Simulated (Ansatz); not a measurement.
A distorted cell of BaTiO3 (cubic perovskite):

```
CELL_PARAMETERS angstrom
      3.89092     0.00000     0.00000
      0.00000     3.89092     0.00000
      0.00000     0.00000     4.12437
ATOMIC_POSITIONS crystal
  Ba 0.00000 0.00000 0.00000
  Ti 0.50000 0.50000 0.50000
  O  0.00000 0.50000 0.50000
  O  0.50000 0.50000 0.00000
  O  0.50000 0.00000 0.50000
```

Computed with r2SCAN (plane waves to 500 eV, PAW, scalar-relativistic; Ansatz, a quantum-chemistry and plane-wave program). k mesh 8×8×8 (Γ-centred), Fermi-Dirac smearing 0.05 eV. The energy includes the smearing's −TS. Compression counts positive. BaTiO3 is run without spin polarisation. BaTiO3 was relaxed with its symmetry unable to fall. This is a high-temperature form of BaTiO3.

### Question
What is the stress tensor (GPa)?

### Answer
```
    8.8      0.0      0.0
    0.0      8.8      0.0
    0.0      0.0     -3.4
```
The pressure, a third of the trace, is 4.7 GPa.

### Question
It is the relaxed cell deformed to V/V₀ = 0.980, (c/a)/(c/a)₀ = 1.060, c along z, fractional positions held. What is its energy relative to the relaxed cell?

### Answer
21.7 meV/atom.

(A scan under strain: stresses follow from slopes of the energy per volume, elastic moduli from its curvatures.)
